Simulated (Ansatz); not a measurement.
Consider the following.

NaCl$_{3}$:
```
CELL_PARAMETERS angstrom
      5.38543     0.00000     0.00000
      0.00000     5.38543     0.00000
      0.00000     0.00000     5.38543
ATOMIC_POSITIONS crystal
  Na 0.50000 0.50000 0.50000
  Na 0.00000 0.00000 0.00000
  Cl 0.50000 0.00000 0.75000
  Cl 0.50000 0.00000 0.25000
  Cl 0.75000 0.50000 0.00000
  Cl 0.25000 0.50000 0.00000
  Cl 0.00000 0.75000 0.50000
  Cl 0.00000 0.25000 0.50000
```

This is the PBEsol-relaxed structure.

Problem. All from DFT-PBEsol in the program Ansatz with PAW potentials, unless another level is named. Predict the electronic character.

Solution. metallic (no gap).

Problem. Predict the formation energy from the elements (no fitted shifts).

Solution. -0.65 eV/atom.

Problem. And the density of states at the Fermi level?

Solution. 0.80 states/eV per atom (mean over ±0.08 eV).

Space group Pm-3n (A15 (Cr3Si type)). The workflow started from a Materials Project entry (that database holds measured and hypothetical structures alike); the Crystallography Open Database copy checked does not list it. Whether it is the stable phase at ambient conditions was not checked. Symmetry was held in the PBEsol relaxation. At this level the phase is mechanically unstable. The references are the lowest solids computed at this level, not always the standard phases (solids in place of the gases).

Potentials: the earlier of the program's two PAW sets. The files were generated under PBE; for other functionals the program regenerates the frozen cores, and for LDA and PBEsol the local potential too.
